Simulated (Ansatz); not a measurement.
LaTiO3 (cubic perovskite, Pm-3m) at seven volumes, the program Ansatz at the LDA level (PAW), scaled uniformly. One row is withheld.

```
V (Å³/atom)  P (GPa)
-----------  -------
10.567         25.12
10.915             ?
11.263          7.05
11.612          0.00
11.960         -6.00
12.308        -11.10
12.657        -15.44
```

### Question
Fit the shown pressures and predict the withheld one.

### Answer
P = (3/2)B₀(x^(7/2) − x^(5/2))[1 + (3/4)(B′ − 4)(x − 1)] with x = (V₀/V)^(2/3). Least squares on the six rows gives V₀ = 11.612 Å³/atom, B₀ = 216 GPa, B′ = 4.40. At V = 10.915, x = 1.0421 and P = 15.33 GPa. The run itself gave 15.35 GPa.

The workflow started from an entry of the Crystallography Open Database (COD), which files this formula under 2 space groups. Whether it is the stable phase at ambient conditions was not checked. Symmetry was held in the LDA relaxation; of distortions, only those at the zone centre were tested. The run is not spin-polarised. Scalar-relativistic: spin–orbit coupling is off unless named, which matters more the heavier the elements.

Potentials: the later of the program's two PAW sets.
